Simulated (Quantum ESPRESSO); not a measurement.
Zn2AlS3Cl, convergence and cost over cutoff and k mesh

A calculation, not a measurement. The program is pw.x of Quantum ESPRESSO 7.5 (plane-wave density functional theory). The cell is made up: 7 atoms on a wurtzite lattice with one site empty, with randomly drawn elements, strain and displacements, not relaxed. PseudoDojo standard norm-conserving files (v0.5 for PBE, v0.4.1 for LDA and PBEsol) set the functional; there is no spin polarisation, spin-orbit coupling or dispersion term, and the masses in the input are unused placeholders.

Input of the run in row 4:

```
&control calculation='scf', pseudo_dir='./dojo.nc.sr.pbe.v0_5.standard.upf', outdir='./o', disk_io='medium', tprnfor=.true., tstress=.true. /
&system ibrav=0, nat=7, ntyp=4, nbnd=40, ecutwfc=84.00895049, nosym=.true., tot_charge=0,
 occupations='smearing', smearing='fd', degauss=0.0018374661
/
&electrons conv_thr=7.350e-09, electron_maxstep=60, /
ATOMIC_SPECIES
Al 1.0 Al.upf
Cl 1.0 Cl.upf
S 1.0 S.upf
Zn 1.0 Zn.upf
CELL_PARAMETERS angstrom
3.8073 0.0044 0.0447
0.0076 6.5028 0.1064
0.0731 0.1003 6.1144
ATOMIC_POSITIONS angstrom
Zn 1.9333 3.2825 0.0956
Al 1.9121 1.0831 3.0688
Zn 0.1088 4.3993 3.0994
S 0.0381 0.0074 2.2718
S 1.9238 3.281 2.392
Cl 1.9837 1.1594 5.3856
S 0.0754 4.4411 5.3974
K_POINTS automatic
5 4 4 1 1 1
```

The same cell was run at these settings. Meshes are shifted by half a step, and differences are from the last row, which is itself not exact.

| cutoff (eV) | k mesh | k points solved | threshold (eV) | free energy less the last row's (eV) | pressure (GPa) | largest stress difference (GPa) | largest force difference (eV/Å) | iterations | wall time (s) | k-point pools | processor |
| --- | --- | --- | --- | --- | --- | --- | --- | --- | --- | --- | --- |
| 800 | 2 x 2 x 2 | 4 | 1e-04 | 1.928 | -24.45 | 28.17 | 0.100 | 7 | 38 | 1 | AMD EPYC, Zen 5 class |
| 1143 | 2 x 2 x 2 | 4 | 1e-07 | -0.560 | 0.39 | 3.02 | 0.109 | 10 | 62 | 1 | AMD EPYC, Zen 5 class |
| 792 | 5 x 4 x 4 | 40 | 1e-07 | 2.855 | -26.73 | 27.82 | 0.012 | 10 | 165 | 1 | AMD EPYC, Zen 5 class |
| 1143 | 5 x 4 x 4 | 40 | 1e-07 | -0.005 | 1.03 | 0.05 | 0.002 | 10 | 429 | 1 | AMD EPYC, Zen 5 class |
| 1437 | 7 x 6 x 6 | 126 | 1e-07 | 0.000 | 1.04 | 0.00 | 0.000 | 10 | 659 | 4 | Intel Xeon, older |

Each pool is one process. Wall times include start-up and a band step at six k points, which weighs most on the coarsest meshes. The runs were on shared virtual cores whose load varied, so times are rough.